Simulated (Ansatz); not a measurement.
**K$_{2}$AgBiBr$_{6}$: frozen normal mode**

The calculation used DFT PBEsol, scalar-relativistic, plane waves, PAW in Ansatz 0.2.0. Cutoff 420 eV, Γ-centred 4×4×4 k-points, Gaussian smearing of 0.05 eV. Spin–orbit coupling is left out, which matters for the heavy elements here. No spin polarisation. Energies are free energies at this smearing, counted from the undisturbed cell; pressure is positive in compression.

Reference structure (relaxed at this level; it needn't be the usual structure):

```
K Ag Bi Br
1.0
     0.00000    5.56014    5.56014
     5.56014    0.00000    5.56014
     5.56014    5.56014    0.00000
K Ag Bi Br
2 1 1 6
Direct
  0.75000 0.75000 0.75000
  0.25000 0.25000 0.25000
  0.50000 0.50000 0.50000
  0.00000 0.00000 0.00000
  0.74563 0.25437 0.25437
  0.25437 0.25437 0.74563
  0.25437 0.74563 0.74563
  0.25437 0.74563 0.25437
  0.74563 0.25437 0.74563
  0.74563 0.74563 0.25437
```

A zone-centre mode of this cell is frozen in: each atom moves by x times its row below, so x is the largest displacement.
```
atom ux uy uz
  K1  0.000  0.000   1.000
  K2  0.000  0.000   1.000
 Ag3  0.000  0.000   0.016
 Bi4  0.000  0.000  -0.012
 Br5  0.000  0.000  -0.226
 Br6  0.000  0.000  -0.033
 Br7  0.000  0.000  -0.226
 Br8  0.000  0.000  -0.226
 Br9  0.000  0.000  -0.226
Br10  0.000  0.000  -0.033
```

```csv
x (Å),ΔE (meV/cell),force along the mode (eV/Å),pressure (GPa),gap on the mesh (eV)
-0.4000,-36.2,-0.12,0.2,1.07
-0.2000,-11.2,-0.10,0.0,1.07
0.0000,0.0,0.00,0.0,1.07
0.0500,-0.7,0.03,0.0,1.07
0.1000,-3.0,0.06,0.0,1.07
0.1500,-6.5,0.08,0.0,1.07
0.2500,-16.9,0.12,0.1,1.07
0.3000,-23.2,0.13,0.1,1.07
0.3500,-29.8,0.13,0.1,1.07
```

By symmetry 0.4000 repeats -0.4000, -0.3000 repeats 0.3000, 0.2000 repeats -0.2000, -0.1000 repeats 0.1000 in energy, with the opposite slope along the path. All sampled points lie below the start, which is a maximum along this line.

Cost: 9 runs of about 3.8 core-minutes in all, on Arm Neoverse V1 (shared hosts).